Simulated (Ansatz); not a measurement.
**Structure relaxation, W**

The start is a generated trial cell of W in the omega structure type. Cell shape, volume and atoms are optimised at zero target pressure with r2SCAN (plane waves to 500 eV, PAW, scalar-relativistic; Ansatz, a quantum-chemistry and plane-wave program). First-step values are on the input's coarse k-mesh.

Ansatz input (later rounds restart from its end on a renewed k-mesh):
Ansatz 0.2 input:
```yaml
crystal:
  lattice:
    - [4.4640908, 0, 0]
    - [-2.2320454, 3.866016, 0]
    - [0, 0, 2.715132]
  atoms:
    - { symbol: W, position: [0, 0, 0] }
    - { symbol: W, position: [0.33333333, 0.66666667, 0.5] }
    - { symbol: W, position: [0.66666667, 0.33333333, 0.5] }
basis: { ecutwfc: 500, ecutrho_ratio: 4, xc_grid: 4, fft_grid_basis: typed }
kpoints: { mp_grid: { grid: [9, 9, 12] } }
hamiltonian:
  xc: r2scan
  dispersion: none
  pseudopotentials: { azcp: { folder: ./paw }, kind: paw }
scf: { occupations: { method: fermi_dirac, width: 0.05 } }
relax: { f_tol: 0.01, max_steps: 100, cell: { stress_tol: 0.02 } }
output: { forces: true, stress: true }
```

### Question
How large is the pressure on the unrelaxed cell, and of which sign?

### Answer
+13.4 GPa (positive: the cell is compressed).

### Question
How does the volume per atom move from start to end?

### Answer
+4.4 %, from 15.62 to 16.30 Å³/atom.

### Question
How do the shortest distances between atoms change?

### Answer
The closest pairs of elements (up to four, under 3.6 Å), start → end: W–W 2.58 → 2.59 Å.

### Question
What does it relax into? Give the structure.

### Answer

```cif
data_W3
_chemical_formula_sum 'W3'
_space_group_name_H-M_alt 'P6/mmm'
_space_group_IT_number 191
_space_group_name_Hall '-P 6 2'
_cell_length_a 4.67223
_cell_length_b 4.67223
_cell_length_c 2.58670
_cell_angle_alpha 90.000
_cell_angle_beta 90.000
_cell_angle_gamma 120.000
loop_
_atom_site_label
_atom_site_type_symbol
_atom_site_symmetry_multiplicity
_atom_site_Wyckoff_symbol
_atom_site_fract_x
_atom_site_fract_y
_atom_site_fract_z
_atom_site_occupancy
W1 W 1 a 0.00000 0.00000 0.00000 1
W2 W 2 d 0.33333 0.66667 0.50000 1
```

The space group stays P6/mmm (No. 191) (the run could not lower it), with 3 atoms in the primitive cell. Final values are on a 12×12×18 k-mesh of the relaxed cell. No spin polarisation in the result.

The run could not lower the symmetry of its start; a shaken copy of this end point relaxes with r2SCAN to Im-3m (No. 229), 0.61 eV/atom lower.

The relaxed structure here is a generated cell of W: the first start was made by placing the elements on the sites of a structure type, and the end was not matched to a known phase here, so it may be hypothetical. Known forms of W include space group No. 229.
